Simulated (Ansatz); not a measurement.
A relaxed cell of In2GaP3 is given with its symmetry left out. The cell was found from a structure generator's guess, not taken from experiment.

These are results of Ansatz 0.2.0, DFT PBE, scalar-relativistic, plane waves, PAW, not measurements. Cutoff 420 eV, Γ-centred mesh, Gaussian smearing, no spin polarisation.

```cif
data_structure
_symmetry_space_group_name_H-M 'P 1'
_symmetry_Int_Tables_number 1
_cell_length_a 9.2260
_cell_length_b 9.2260
_cell_length_c 9.2260
_cell_angle_alpha 154.340
_cell_angle_beta 154.340
_cell_angle_gamma 36.606
_cell_volume 147.06
loop_
_atom_site_label
_atom_site_type_symbol
_atom_site_fract_x
_atom_site_fract_y
_atom_site_fract_z
_atom_site_occupancy
In1 In 0.83741 0.83741 0.00000 1
In2 In 0.16259 0.16259 0.00000 1
Ga1 Ga 0.50000 0.50000 0.00000 1
P1 P 0.42544 0.92544 0.50000 1
P2 P 0.07456 0.57456 0.50000 1
P3 P 0.75000 0.25000 0.50000 1
```

Formation energies are uncorrected and refer to the elements' standard structures at the same level. The references include black phosphorus.

**Question.** What space group does it have?

**Answer.** I-4m2 (No. 119), with In and Ga ordered on zinc blende sites. Conventional cell: a = 4.097 Å, c = 17.518 Å. In has 4 P at 2.56 Å; Ga has 4 P at 2.43 Å; around P on a site of symmetry 2mm lie 2 Ga at 2.43 Å and 2 In at 2.56 Å; around P on a site of symmetry -4m2 lie 4 In at 2.56 Å.

**Question.** How far does it lie from the elements in energy?

**Answer.** −0.285 eV/atom. Whether it is stable depends on the other phases of the system, which aren't compared here.

**Question.** Is it a metal?

**Answer.** No, the gap on the 10×10×10 mesh is 0.62 eV.

The last run used a 10×10×10 mesh for its 6-atom cell and Gaussian smearing of 0.02 eV. Kohn–Sham gaps at this level usually fall short of measured ones. The reference form of P is held partly by dispersion forces, which this level lacks. A later test with randomly moved atoms came back to the same energy, though modes that don't fit the test's cell weren't probed.
